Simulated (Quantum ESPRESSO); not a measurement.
Field gradients of ZnF₂ from PBE PAW (JTH datasets; density from pw.x of a modified build of Quantum ESPRESSO, gradients reconstructed from it by a script), 22.5 Ha, k-mesh 5×5×7 through Γ:

```
CELL_PARAMETERS angstrom
      4.70480     0.00000     0.00000
      0.00000     4.70480     0.00000
      0.00000     0.00000     3.13380
ATOMIC_POSITIONS crystal
  Zn 0.00000 0.00000 0.00000
  Zn 0.50000 0.50000 0.50000
  F  0.30264 0.30264 0.00000
  F  0.19736 0.80264 0.50000
  F  0.69736 0.69736 0.00000
  F  0.80264 0.19736 0.50000
```
The cell was made here from an entry of the Crystallography Open Database (unchecked): atoms relaxed with PBE in the measured cell (PBE without dispersion, pw.x of Quantum ESPRESSO, symmetry kept).  Stability against distortions was not tested.

Vzz is the sum of three terms, each taken along its main axis: the smooth valence density, the ions (nucleus and frozen core) with the augmentation charges of all other spheres, and the all-electron minus smooth density in the atom's own sphere. The split hangs on the datasets.  Cores are frozen. Against all-electron runs on small test molecules, this scheme's |Vzz| missed by +4 % on Zn, −6 to +4 % (−29 % in KF) on F.

```tsv
site	smooth valence density	ions and other spheres	own sphere	Vzz (a.u.)
Zn (atoms 1, 2)	0.097	-0.103	…	…
F (atoms 3, 4, 5, 6)	0.068	-0.230	…	…
```

Q: Some entries are withheld; supply them.

A: 
- Zn (atoms 1, 2), own sphere: 0.239
- Zn (atoms 1, 2), Vzz (a.u.): 0.233
- F (atoms 3, 4, 5, 6), own sphere: -0.778
- F (atoms 3, 4, 5, 6), Vzz (a.u.): -0.940
